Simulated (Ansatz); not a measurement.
# KSb, first-principles data

KSb:
```xyz
16
Lattice="6.9867 0.0000 0.0000 0.0000 6.8073 0.0000 -5.5397 0.0000 11.8100" Properties=species:S:1:pos:R:3 pbc="T T T"
K      1.7288     2.7288     7.9047
K     -0.2818     4.0784     3.9053
K     -3.0517     6.1325     9.8102
K      4.4986     0.6748     1.9997
K     -0.0442     4.5415    11.4154
K      1.4911     2.2657     0.3945
K     -1.2787     1.1379     6.2995
K      2.7257     5.6694     5.5104
Sb     0.8153     6.1265     8.4065
Sb     0.6317     0.6808     3.4034
Sb    -2.1382     2.7228     9.3084
Sb     3.5852     4.0844     2.5015
Sb    -0.0788     1.1353    10.4017
Sb     1.5258     5.6719     1.4082
Sb    -1.2441     4.5389     7.3132
Sb     2.6910     2.2683     4.4968
```

Space group P2_1/c (No. 14); conventional cell a = 6.987 Å, b = 6.807 Å, c = 13.045 Å, α = 90.00°, β = 115.13°, γ = 90.00°.

Method: the program Ansatz at the LDA level (PAW). The cell and atoms are relaxed at this level. Other levels are named where they apply.

### Cell and energy

```
Property                                                       Value
-----------------------------------------------------  -------------
Volume per atom                                             35.11 Å³
Density                                                   3.80 g/cm³
Formation energy from the elements (no fitted shifts)  -0.46 eV/atom
```

### Electronic structure

```
Quantity                                                                                                                        Value
----------------------------------------  -------------------------------------------------------------------------------------------
Band gap                                                                                                           0.71 eV (indirect)
Valence-band maximum                       off the standard path, at k = (0.146, 0.000, 0.312) in fractions of the reciprocal vectors
Conduction-band minimum                   off the standard path, at k = (0.250, 0.000, -0.036) in fractions of the reciprocal vectors
Smallest direct gap on the standard path                                                                                      0.74 eV
Electron effective mass                                                                        0.32, 0.36, 0.59 mₑ (principal values)
Hole effective mass                                                                              0.82, 1.8, 2.0 mₑ (principal values)
```

### Mechanics

```
Property                              Result
----------------------------------  --------
Bulk modulus (Birch–Murnaghan fit)  18.7 GPa
Pressure derivative B′                   5.1
```

The workflow started from a Materials Project entry (that database holds measured and hypothetical structures alike); the Crystallography Open Database files this formula in space group No. 14, but the cells were not matched. Whether it is the stable phase at ambient conditions was not checked. The cell was relaxed with LDA under the symmetry of its start; whether a distortion lowers the energy is not shown. The references are the lowest solids computed at this level, not always the standard phases. Spin–orbit coupling is left out wherever it is not named.

Potentials: the later of the program's two PAW sets.
